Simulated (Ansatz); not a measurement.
## Computed properties of LaN

LaN:
```yaml
crystal:
  lattice:
    - [10.63266, 0.00000, 0.00000]
    - [0.00000, 3.75956, 0.00000]
    - [0.00000, 0.00000, 3.75696]
  atoms:
    - { symbol: La, position: [0.12370, 0.25000, 0.26061] }
    - { symbol: La, position: [0.37630, 0.75000, 0.76061] }
    - { symbol: La, position: [0.87630, 0.75000, 0.73939] }
    - { symbol: La, position: [0.62370, 0.25000, 0.23939] }
    - { symbol: N, position: [0.88001, 0.25000, 0.27457] }
    - { symbol: N, position: [0.61999, 0.75000, 0.77457] }
    - { symbol: N, position: [0.11999, 0.75000, 0.72543] }
    - { symbol: N, position: [0.38001, 0.25000, 0.22543] }
```

Space group Pnma (No. 62); conventional cell a = 10.633 Å, b = 3.760 Å, c = 3.757 Å, α = 90.00°, β = 90.00°, γ = 90.00°.

Method: PBE in the plane-wave PAW code Ansatz. Structure relaxed to zero pressure with the same functional. Other levels are named where they apply.

**Cell and energy**

Volume per atom: 18.77 Å³
Density: 6.76 g/cm³
Formation energy from the elements (no fitted shifts): -1.26 eV/atom

**Electronic structure**

- Band gap: 0.24 eV (indirect)
- Valence-band maximum: at Γ
- Conduction-band minimum: at T (k = 0.000, 0.500, 0.500 in fractions of the reciprocal vectors)
- Smallest direct gap on the standard path: 0.36 eV
- Hole effective mass: 0.30, 2.1, 2.1 mₑ (principal values)

**Mechanics**

- Bulk modulus (Birch–Murnaghan fit): 106 GPa
- Pressure derivative B′: 7.9

The start of the workflow was typed in or built on a structure type; neither database checked (COD, Materials Project) lists it. COD files the formula under space group No. 225. Its standing as an ambient phase is unchecked. The cell was relaxed with PBE under the symmetry of its start; whether a distortion lowers the energy is not shown. The references are the lowest solids computed at this level, not always the standard phases (solids in place of the gases). Spin–orbit coupling is left out wherever it is not named.

Potentials: the earlier of the program's two PAW sets.
